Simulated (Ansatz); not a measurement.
KF:
```xyz
2
Lattice="0.0000 2.6594 2.6594 2.6594 0.0000 2.6594 2.6594 2.6594 0.0000" Properties=species:S:1:pos:R:3 pbc="T T T"
K      0.0000     0.0000     0.0000
F      2.6594     2.6594     2.6594
```

Cartesian axes are those of the cell as given.

Give the high-frequency dielectric tensor and the Born effective charge tensors of the independent atoms from DFPT, r²SCAN in the plane-wave PAW code Ansatz.


ε∞:
```
1.93  0.00  0.00
0.00  1.93  0.00
0.00  0.00  1.93
```
Z* of atom 1 (K), rows: field, columns: displacement, in e:
```
1.13  0.00  0.00
0.00  1.13  0.00
0.00  0.00  1.13
```
Z* of atom 2 (F), rows: field, columns: displacement, in e:
```
-1.13   0.00   0.00
 0.00  -1.13   0.00
 0.00   0.00  -1.13
```

Static charges for comparison (Bader): K1 +0.87, F2 -0.87 e. Born charges measure polarisation by displacement and can exceed these by far.

Space group Fm-3m (rock salt). The cell was relaxed with r²SCAN under the symmetry of its start.

Potentials: the earlier of the program's two PAW sets. The files were generated under PBE; for other functionals the program regenerates the frozen cores, and for LDA and PBEsol the local potential too.
